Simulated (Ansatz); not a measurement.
## Calculated ³³S NMR of the central transition for ZnS

Cell: a Materials Project structure (computed, not necessarily an observed phase).

```
CELL_PARAMETERS angstrom
3.80580 0.00000 0.00000
-1.90290 3.29592 0.00000
0.00000 0.00000 6.23798
ATOMIC_POSITIONS crystal
Zn 0.33333 0.66667 0.00014
Zn 0.66667 0.33333 0.50014
S 0.33333 0.66667 0.37486
S 0.66667 0.33333 0.87486
```

Atoms are numbered from 1 in the order listed; like atoms form one site, named after its first atom.

Level of theory: DFT, r2SCAN, plane waves and PAW, scalar-relativistic, 500 eV cutoff, Γ-centred 10×10×6 k-points, Fermi–Dirac smearing 0.01 eV (Ansatz 0.2.0).

³³S has I = 3/2 and Q = -69.40 mb (Pyykkö 2018); at 9.4 T its Larmor frequency is ν₀ = 30.8 MHz. Only the quadrupole interaction is simulated: positions count from each site's isotropic chemical shift, and J coupling is left out, as are shift anisotropy and dipolar coupling, which fast spinning averages.

Problem. What does the ³³S spectrum (fast magic-angle spinning) show for each site?

Solution. 

| site | first shell | C_Q (MHz) | η | P_Q (MHz) | δ_QIS (ppm) | breadth (kHz) |
| --- | --- | --- | --- | --- | --- | --- |
| S | 4 Zn at 2.33–2.34 Å | -0.414 | 0.00 | 0.414 | -4.54 | 0.299 |

δ_QIS = −(ν_Q²/30ν₀²)[I(I+1) − 3/4](1 + η²/3) × 10⁶ ppm with ν_Q = 3|C_Q|/[2I(2I−1)]; it falls as 1/B₀² in ppm, and the breadth as 1/B₀ in kHz.

An axis of threefold or higher order runs through S, so V_zz lies along it and η is zero.

Hardware: 1 thread of Arm Neoverse V1 (aarch64; 8 cores open to the job, memory cap 3.0 GiB, no GPU), a shared host with a load of 0.4 a core. Wall time 32 s, CPU time 32 s, peak memory 0.53 GiB.
